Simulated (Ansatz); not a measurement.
Magnetic states of MnIr

```xyz
4
Lattice="5.4518 0.0000 0.0000 0.0000 2.7259 0.0000 0.0000 0.0000 3.6430" Properties=species:S:1:pos:R:3 pbc="T T T"
Mn    1.3629    1.3629    1.8215
Ir    0.0000    0.0000    0.0000
Mn    4.0888    1.3629    1.8215
Ir    2.7259    0.0000    0.0000
```

Method: r2SCAN in Ansatz 0.2.0, PAW datasets, plane waves to 500 eV, 4×8×6 Γ-centred mesh, fermi-dirac occupations of width 0.050 eV. The atoms are fixed and numbered as listed; spin is collinear, without spin-orbit coupling.

The cycle has several fixed points for this cell. Moments (μB):

```
state   Mn1    Mn3  other atoms together  size of the net moment a cell
    A  3.44  -3.44                  0.00                           0.00
    B  0.00   0.00                  0.00                           0.00
    C  3.40   3.40                 -0.25                           6.53
```

Site moments are taken in small spheres that don't touch (radius about 0.4 of the atom's shortest bond), so those of the magnetic atoms read low, and they needn't add up to the net moment. State B was run without spin polarisation.

Q: Rank the states by energy at zero smearing.

A: State A (antiparallel, compensated) is lowest; C (parallel moments) lies 52 meV above it, B (without moments) lies 538 meV above it, all counted an atom of the cell.

Q: Which states have a gap on the mesh, and what pressure does each exert on this cell?

A: A: no gap, 4.8 GPa; B: no gap, -23.8 GPa; C: no gap, 5.5 GPa (positive in compression). Moments take up room: without them the pressure is lower, so that state wants a smaller cell.

Q: How much does the cell gain by forming moments?

A: 538 meV an atom of the cell, or 1076 meV for each Mn atom, against state B, which has none. In a metal like this the level decides whether moments form at all, so this is no ordering energy.

The cell is that of a Crystallography Open Database entry, unchanged but doubled along one cell vector so that moments can oppose.

Caveats: only orders that fit this cell and collinear spins were tried, so the true order may need a larger cell or canted moments; atoms and cell are not relaxed, and each state would relax in its own way; r2SCAN overestimates the moments and magnetic energies of itinerant metals, and can make a paramagnetic metal magnetic; the k mesh is coarse, so differences of a few meV are uncertain where a state is a metal; one start a pattern, so a lower state of the same pattern may exist.
